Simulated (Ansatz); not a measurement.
Given:

KTaO₃ (cubic perovskite)

```cif
data_KO3Ta
_chemical_formula_sum 'K1 Ta1 O3'
_space_group_name_H-M_alt 'Pm-3m'
_space_group_IT_number 221
_space_group_name_Hall '-P 4 2 3'
_cell_length_a 3.98532
_cell_length_b 3.98532
_cell_length_c 3.98532
_cell_angle_alpha 90.000
_cell_angle_beta 90.000
_cell_angle_gamma 90.000
loop_
_atom_site_label
_atom_site_type_symbol
_atom_site_symmetry_multiplicity
_atom_site_Wyckoff_symbol
_atom_site_fract_x
_atom_site_fract_y
_atom_site_fract_z
_atom_site_occupancy
K1 K 1 a 0.00000 0.00000 0.00000 1
Ta1 Ta 1 b 0.50000 0.50000 0.50000 1
O1 O 3 c 0.00000 0.50000 0.50000 1
```

E(V) scan at fixed shape, V₀ the volume above. Symmetry pins the atoms to their sites.

All values below come from PBEsol (plane waves to 420 eV, PAW, scalar-relativistic; Ansatz, a first-principles code). k mesh 9×9×9 (Γ-centred), Fermi-Dirac smearing 0.05 eV. Energies are smeared free energies. Compression counts positive. KTaO3 is run without spin polarisation. KTaO3 was relaxed with its symmetry unable to fall. Spin-orbit coupling is left out, though Ta is heavy. ΔE is measured from the relaxed starting cell.

The scan covers V/V₀ from 0.940 to 1.060 in 13 points.

Task: What bulk modulus B₀ follows from a third-order Birch-Murnaghan fit?

Result: 203 GPa.

Task: What is the fitted pressure derivative B₀′?

Result: 4.5.

(A scan under strain: stresses follow from slopes of the energy per volume, elastic moduli from its curvatures.)
